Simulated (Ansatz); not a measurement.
With r²SCAN in the plane-wave PAW code Ansatz, C in the cubic phase (Im-3m; C on 12d) relaxes to a = 4.368 Å.

It is gapped at this level: 2.53 eV (indirect). The valence maximum lies at H and the conduction minimum on the Γ–H line, 56 % of the way from Γ (6 equivalent valleys). The screened hybrid HSE06 puts the gap at 3.64 eV. Electrons at the band edge weigh 0.39, 0.39, 0.56 mₑ (principal values).

An equation-of-state fit gives a bulk modulus of 345 GPa. The relaxed-ion elastic constants in GPa are C11 = 842, C12 = 96.5, C44 = 315. The elastic constants imply a Debye temperature near 1850 K.

The start of the workflow was typed in or built on a structure type; neither database checked (COD, Materials Project) lists it. It is not the phase usual at ambient conditions (space group No. 194, 227). The r²SCAN relaxation kept the symmetry of its start; its stability against distortions is not shown here.

Potentials: the later of the program's two PAW sets.
